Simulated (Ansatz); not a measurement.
Notes on LaSi2Os2

```
CELL_PARAMETERS angstrom
0.00000 4.16587 0.00000
4.16587 0.00000 0.00000
2.08293 2.08293 -4.99016
ATOMIC_POSITIONS crystal
Os 0.75000 0.25000 0.50000
Os 0.25000 0.75000 0.50000
Si 0.37500 0.37500 0.25000
Si 0.62500 0.62500 0.75000
La 0.00000 0.00000 0.00000
```

Single point in Ansatz 0.2.0 with LDA, no spin polarisation. Cutoff 420 eV, PAW datasets, 9×9×9 Γ-centred k mesh, gaussian filling (width 0.036 eV).

Q: Is it stable against the elements?

A: -0.68 eV an atom against the elements' usual phases (free molecules for gases, crystals otherwise, with no correction for O₂ or N₂), so it is bound against them; other compounds may still compete. Relaxing would lower it.

Q: Where is the largest force?

A: The largest is on Si3 (and as large on other atoms): 1.29 eV/Å, components (0.00, 0.00, -1.29). It makes 59° with the line to a nearest neighbour, Os1 at 2.43 Å.

Q: What happens at the Fermi level?

A: It is a metal, with about 2.9 states/eV a cell as the mean within 0.25 eV of the Fermi level, mostly Os d (54 %), La d (19 %) and Si p (12 %).

Q: How is the charge shared?

A: Bader charges in e: La +1.42, Si +0.37, Os -1.08. In the mean La gives up most and Os takes most.

Q: Is the cell too large or too small?

A: The pressure is -4.8 GPa (compression positive), so with the atoms held at these fractions the cell would first shrink; the forces are large, so a full relaxation may end otherwise. The principal stresses -5.3, -5.3, -4.0 GPa differ, so its shape would change too.

Origin: a database entry at a rescaled volume. Caveats: f levels without a U or exact exchange are poorly placed.
